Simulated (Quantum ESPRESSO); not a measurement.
# Al2GeZnN4: finding a planted mistake in a log

Simulated, not a measurement. The program is pw.x of Quantum ESPRESSO 7.5 (plane-wave density functional theory). The cell is made up: 8 atoms on a zincblende/diamond lattice, with randomly drawn elements, strain and displacements, not relaxed. PseudoDojo standard norm-conserving files (v0.5 for PBE, v0.4.1 for LDA and PBEsol) set the functional; there is no spin polarisation, spin-orbit coupling or dispersion term, and the masses in the input are unused placeholders.

Intended input:

```
&control calculation='scf', pseudo_dir='./dojo.nc.sr.pbe.v0_5.standard.upf', outdir='./o', disk_io='medium', tprnfor=.true., tstress=.true. /
&system ibrav=0, nat=8, ntyp=4, nbnd=36, ecutwfc=84.00895049, nosym=.true., tot_charge=0,
 occupations='smearing', smearing='fd', degauss=0.0018374661
/
&electrons conv_thr=7.350e-09, electron_maxstep=60, /
ATOMIC_SPECIES
Al 1.0 Al.upf
Ge 1.0 Ge.upf
N 1.0 N.upf
Zn 1.0 Zn.upf
CELL_PARAMETERS angstrom
4.3721 0.0 0.0
0.0 4.3721 0.0
0.0 0.0 4.3721
ATOMIC_POSITIONS angstrom
Al 0.0343 0.0654 -0.0342
Ge -0.0777 2.1362 2.2167
Zn 2.1756 -0.014 2.2684
Al 2.2565 2.2058 0.036
N 1.0612 1.1036 1.089
N 1.1236 3.3005 3.2947
N 3.2409 1.0706 3.2518
N 3.253 3.229 1.0739
K_POINTS automatic
4 4 4 1 1 1
```

The log is shortened where brackets say so; the opening notice, blank lines, dates and the lines on written files are dropped, and the path of the files is cut. It prints rydbergs, bohrs and kilobars, and counts compression as positive stress.

Log of the intended run:

```
     Program PWSCF v.7.5
     Parallel version (MPI & OpenMP), running on       1 processor cores
     Number of MPI processes:                 1
     Threads/MPI process:                     1
     [start-up lines left out]
     bravais-lattice index     =            0
     lattice parameter (alat)  =       8.2621  a.u.
     unit-cell volume          =     563.9841 (a.u.)^3
     number of atoms/cell      =            8
     number of atomic types    =            4
     number of electrons       =        60.00
     number of Kohn-Sham states=           36
     kinetic-energy cutoff     =      84.0090  Ry
     charge density cutoff     =     336.0358  Ry
     scf convergence threshold =      7.3E-09
     mixing beta               =       0.7000
     number of iterations used =            8  plain     mixing
     Exchange-correlation= PBE
                           (   1   4   3   4   0   0   0)
     [axes and pseudopotential details left out]
   Cartesian axes
     site n.     atom                  positions (alat units)
         1        Al     tau(   1) = (   0.0078452   0.0149585  -0.0078223  )
         2        Ge     tau(   2) = (  -0.0177718   0.4885982   0.5070104  )
         3        Zn     tau(   3) = (   0.4976098  -0.0032021   0.5188353  )
         4        Al     tau(   4) = (   0.5161135   0.5045173   0.0082340  )
         5        N      tau(   5) = (   0.2427209   0.2524187   0.2490794  )
         6        N      tau(   6) = (   0.2569932   0.7549004   0.7535738  )
         7        N      tau(   7) = (   0.7412685   0.2448709   0.7437616  )
         8        N      tau(   8) = (   0.7440360   0.7385467   0.2456257  )
     number of k points=    32  Fermi-Dirac smearing, width (Ry)=  0.0018
                       cart. coord. in units 2pi/alat
        k(    1) = (   0.1250000   0.1250000   0.1250000), wk =   0.0625000
        k(    2) = (   0.1250000   0.1250000   0.3750000), wk =   0.0625000
     [further k points left out]
     Dense  grid:    58701 G-vectors     FFT dimensions: (  50,  50,  50)
     Estimated max dynamical RAM per process >      76.32 MB
     Initial potential from superposition of free atoms
     starting charge      59.9941, renormalised to      60.0000
     Starting wfcs are   43 randomized atomic wfcs
     total cpu time spent up to now is        9.7 secs
     per-process dynamical memory:    44.5 Mb
     Self-consistent Calculation
     iteration #  1     ecut=    84.01 Ry     beta= 0.70
     Davidson diagonalization with overlap
     ethr =  1.00E-02,  avg # of iterations =  3.2
     total cpu time spent up to now is       31.6 secs
     total energy              =    -688.32184684 Ry
     estimated scf accuracy    <       2.30941405 Ry
     iteration #  2     ecut=    84.01 Ry     beta= 0.70
     Davidson diagonalization with overlap
     ethr =  3.85E-03,  avg # of iterations =  2.2
     total cpu time spent up to now is       44.7 secs
     total energy              =    -689.03768477 Ry
     estimated scf accuracy    <       1.79557434 Ry
     [iterations 3 to 9 left out]
     iteration # 10     ecut=    84.01 Ry     beta= 0.70
     Davidson diagonalization with overlap
     ethr =  2.79E-09,  avg # of iterations =  2.0
     total cpu time spent up to now is      168.5 secs
     total energy              =    -689.34849381 Ry
     estimated scf accuracy    <       0.00000016 Ry
     iteration # 11     ecut=    84.01 Ry     beta= 0.70
     Davidson diagonalization with overlap
     ethr =  2.73E-10,  avg # of iterations =  2.6
     total cpu time spent up to now is      184.0 secs
     End of self-consistent calculation
     [lines on levels left out]
!    total energy              =    -689.34849386 Ry
     estimated scf accuracy    <          3.8E-09 Ry
     smearing contrib. (-TS)   =       0.00000000 Ry
     internal energy E=F+TS    =    -689.34849386 Ry
     The total energy is F=E-TS. E is the sum of the following terms:
     one-electron contribution =    -463.72956780 Ry
     hartree contribution      =     266.65019530 Ry
     xc contribution           =    -118.23161203 Ry
     ewald contribution        =    -374.03750934 Ry
     convergence has been achieved in  11 iterations
     Forces acting on atoms (cartesian axes, Ry/au):
     atom    1 type  1   force =    -0.01671290   -0.06014969    0.02715609
     atom    2 type  2   force =     0.07571917    0.06027072   -0.03709987
     atom    3 type  4   force =    -0.01177656   -0.00775289   -0.09598380
     atom    4 type  1   force =    -0.09090850   -0.03147938   -0.03209448
     atom    5 type  3   force =    -0.01707214    0.04655522   -0.02283457
     atom    6 type  3   force =    -0.10055843   -0.10266036    0.06280363
     atom    7 type  3   force =     0.06980786    0.06658499    0.09863073
     atom    8 type  3   force =     0.09150150    0.02863140   -0.00057772
     Total force =     0.301458     Total SCF correction =     0.000252
     Computing stress (Cartesian axis) and pressure
          total   stress  (Ry/bohr**3)                   (kbar)     P=      156.18
   0.00105321   0.00039553   0.00008885          154.93       58.18       13.07
   0.00039553   0.00111462   0.00010622           58.18      163.97       15.63
   0.00008885   0.00010622   0.00101716           13.07       15.63      149.63
     init_run     :      8.92s CPU      9.46s WALL (       1 calls)
     electrons    :    166.98s CPU    174.33s WALL (       1 calls)
     forces       :      2.75s CPU      2.78s WALL (       1 calls)
     stress       :     10.96s CPU     11.02s WALL (       1 calls)
     [timing details left out]
     PWSCF        :   3m 9.91s CPU   3m18.00s WALL
     JOB DONE.
```

A second run was made from an input with one planted mistake. Its log:

```
     Program PWSCF v.7.5
     Parallel version (MPI & OpenMP), running on       1 processor cores
     Number of MPI processes:                 1
     Threads/MPI process:                     1
     [start-up lines left out]
     bravais-lattice index     =            0
     lattice parameter (alat)  =       8.3182  a.u.
     unit-cell volume          =     575.5559 (a.u.)^3
     number of atoms/cell      =            8
     number of atomic types    =            4
     number of electrons       =        60.00
     number of Kohn-Sham states=           36
     kinetic-energy cutoff     =      84.0090  Ry
     charge density cutoff     =     336.0358  Ry
     scf convergence threshold =      7.3E-09
     mixing beta               =       0.7000
     number of iterations used =            8  plain     mixing
     Exchange-correlation= PBE
                           (   1   4   3   4   0   0   0)
     [axes and pseudopotential details left out]
   Cartesian axes
     site n.     atom                  positions (alat units)
         1        Al     tau(   1) = (   0.0078377   0.0149484  -0.0078150  )
         2        Ge     tau(   2) = (  -0.0177655   0.4885956   0.5070199  )
         3        Zn     tau(   3) = (   0.4976146  -0.0032032   0.5188332  )
         4        Al     tau(   4) = (   0.5161070   0.5045209   0.0082239  )
         5        N      tau(   5) = (   0.2427189   0.2524195   0.2490799  )
         6        N      tau(   6) = (   0.2569858   0.7548957   0.7535781  )
         7        N      tau(   7) = (   0.7412649   0.2448771   0.7437639  )
         8        N      tau(   8) = (   0.7440365   0.7385615   0.2456268  )
     number of k points=    32  Fermi-Dirac smearing, width (Ry)=  0.0018
                       cart. coord. in units 2pi/alat
        k(    1) = (   0.1250000   0.1250000   0.1250000), wk =   0.0625000
        k(    2) = (   0.1250000   0.1250000   0.3750000), wk =   0.0625000
     [further k points left out]
     Dense  grid:    59813 G-vectors     FFT dimensions: (  50,  50,  50)
     Estimated max dynamical RAM per process >      77.54 MB
     Initial potential from superposition of free atoms
     starting charge      59.9941, renormalised to      60.0000
     Starting wfcs are   43 randomized atomic wfcs
     total cpu time spent up to now is        5.3 secs
     per-process dynamical memory:    45.1 Mb
     Self-consistent Calculation
     iteration #  1     ecut=    84.01 Ry     beta= 0.70
     Davidson diagonalization with overlap
     ethr =  1.00E-02,  avg # of iterations =  3.2
     total cpu time spent up to now is       16.1 secs
     total energy              =    -688.33501385 Ry
     estimated scf accuracy    <       2.28822783 Ry
     iteration #  2     ecut=    84.01 Ry     beta= 0.70
     Davidson diagonalization with overlap
     ethr =  3.81E-03,  avg # of iterations =  2.4
     total cpu time spent up to now is       26.3 secs
     total energy              =    -689.03882488 Ry
     estimated scf accuracy    <       1.85277557 Ry
     [iterations 3 to 9 left out]
     iteration # 10     ecut=    84.01 Ry     beta= 0.70
     Davidson diagonalization with overlap
     ethr =  3.47E-09,  avg # of iterations =  2.0
     total cpu time spent up to now is      105.0 secs
     total energy              =    -689.35894392 Ry
     estimated scf accuracy    <       0.00000025 Ry
     iteration # 11     ecut=    84.01 Ry     beta= 0.70
     Davidson diagonalization with overlap
     ethr =  4.10E-10,  avg # of iterations =  2.1
     total cpu time spent up to now is      116.1 secs
     End of self-consistent calculation
     [lines on levels left out]
!    total energy              =    -689.35894399 Ry
     estimated scf accuracy    <          2.1E-09 Ry
     smearing contrib. (-TS)   =       0.00000000 Ry
     internal energy E=F+TS    =    -689.35894399 Ry
     The total energy is F=E-TS. E is the sum of the following terms:
     one-electron contribution =    -467.75228037 Ry
     hartree contribution      =     268.02798813 Ry
     xc contribution           =    -118.11995556 Ry
     ewald contribution        =    -371.51469619 Ry
     convergence has been achieved in  11 iterations
     Forces acting on atoms (cartesian axes, Ry/au):
     atom    1 type  1   force =    -0.01492207   -0.05760270    0.02627786
     atom    2 type  2   force =     0.07210173    0.05712988   -0.03707056
     atom    3 type  4   force =    -0.01173751   -0.00772987   -0.09081782
     atom    4 type  1   force =    -0.08700659   -0.02894400   -0.02968676
     atom    5 type  3   force =    -0.01819080    0.04486369   -0.02253887
     atom    6 type  3   force =    -0.09642022   -0.09737220    0.06057092
     atom    7 type  3   force =     0.06873004    0.06509322    0.09415745
     atom    8 type  3   force =     0.08744544    0.02456197   -0.00089222
     Total force =     0.288407     Total SCF correction =     0.000239
     Computing stress (Cartesian axis) and pressure
          total   stress  (Ry/bohr**3)                   (kbar)     P=      109.31
   0.00073531   0.00036121   0.00007966          108.17       53.14       11.72
   0.00036121   0.00079473   0.00009485           53.14      116.91       13.95
   0.00007966   0.00009485   0.00069926           11.72       13.95      102.87
     init_run     :      4.05s CPU      5.26s WALL (       1 calls)
     electrons    :    102.33s CPU    110.73s WALL (       1 calls)
     forces       :      1.67s CPU      1.69s WALL (       1 calls)
     stress       :      6.13s CPU      6.17s WALL (       1 calls)
     [timing details left out]
     PWSCF        :   1m54.33s CPU   2m 4.92s WALL
     JOB DONE.
```

Question: what was wrong in the second input?

Answer: the cell and the positions are scaled by a wrong factor. The input lines that differ, file-writing options aside:

```
- 4.3721 0.0 0.0
+ 4.4018 0.0 0.0
- 0.0 4.3721 0.0
+ 0.0 4.4018 0.0
- 0.0 0.0 4.3721
+ 0.0 0.0 4.4018
- Al 0.0343 0.0654 -0.0342
+ Al 0.0345 0.0658 -0.0344
- Ge -0.0777 2.1362 2.2167
+ Ge -0.0782 2.1507 2.2318
- Zn 2.1756 -0.014 2.2684
+ Zn 2.1904 -0.0141 2.2838
- Al 2.2565 2.2058 0.036
+ Al 2.2718 2.2208 0.0362
- N 1.0612 1.1036 1.089
+ N 1.0684 1.1111 1.0964
- N 1.1236 3.3005 3.2947
+ N 1.1312 3.3229 3.3171
- N 3.2409 1.0706 3.2518
+ N 3.2629 1.0779 3.2739
- N 3.253 3.229 1.0739
+ N 3.2751 3.251 1.0812
```

|  | intended run | run with the mistake |
| --- | --- | --- |
| free energy (eV) | -9379.064 | -9379.206 |
| smearing term -TS (eV) | 0.0000 | 0.0000 |
| pressure (GPa) | 15.62 | 10.93 |
| largest force component (eV/Å) | 2.640 | 2.504 |
| largest change of a force component (eV/Å) |  | 0.136 |
| iterations | 11 | 11 |

For scale, a rerun of the intended cell at 1437 eV and a 6 x 6 x 6 mesh moved values by no more than 0.003 eV in energy, 0.02 GPa in stress and 0.002 eV/Å in force.